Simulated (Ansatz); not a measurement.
SnC:
```yaml
crystal:
  lattice:
    - [3.33209, 0.00000, 0.00000]
    - [-1.66604, 2.88567, 0.00000]
    - [0.00000, 0.00000, 5.79674]
  atoms:
    - { symbol: Sn, position: [0.00000, 0.00000, 0.00000] }
    - { symbol: Sn, position: [0.00000, 0.00000, 0.50000] }
    - { symbol: C, position: [0.33333, 0.66667, 0.25000] }
    - { symbol: C, position: [0.66667, 0.33333, 0.75000] }
```

Relaxed with PBE+D3(BJ). Special points in fractions of this cell's reciprocal vectors: Γ (0.000, 0.000, 0.000); M (0.500, 0.000, 0.000); K (0.333, 0.333, 0.000); A (0.000, 0.000, 0.500); L (0.500, 0.000, 0.500); H (0.333, 0.333, 0.500).

Question: List the band energies nearest the Fermi level at these points for DFT-PBE+D3(BJ) with spin–orbit coupling in the program Ansatz with PAW potentials.

Answer: In eV from the Fermi level; about four levels below and three above (degenerate sets whole), none deeper than 8.9 eV; points with the same levels are listed once.

```
k                    below                above
-  -----------------------  -------------------
Γ  -0.55 -0.55 -0.44 -0.44  0.22 0.22 0.24 0.24
M  -4.67 -4.67 -2.82 -2.82  0.02 0.02 1.49 1.49
K  -3.55 -3.55 -3.00 -3.00  5.46 5.46 6.03 6.03
A  -0.07 -0.07 -0.07 -0.07  2.84 2.84 2.84 2.84
L  -1.72 -1.72 -1.72 -1.72  0.18 0.18 0.18 0.18
H  -0.66 -0.66 -0.65 -0.65  1.78 1.78 1.82 1.82
```

Space group P6_3/mmc (NiAs type). A made-up cell: these elements were put on the sites of a structure type; neither database checked (COD, Materials Project) lists it. Its standing as an ambient phase is unchecked. Symmetry was held in the PBE+D3(BJ) relaxation; whether a distortion lowers the energy is not shown.

Potentials: the earlier of the program's two PAW sets.
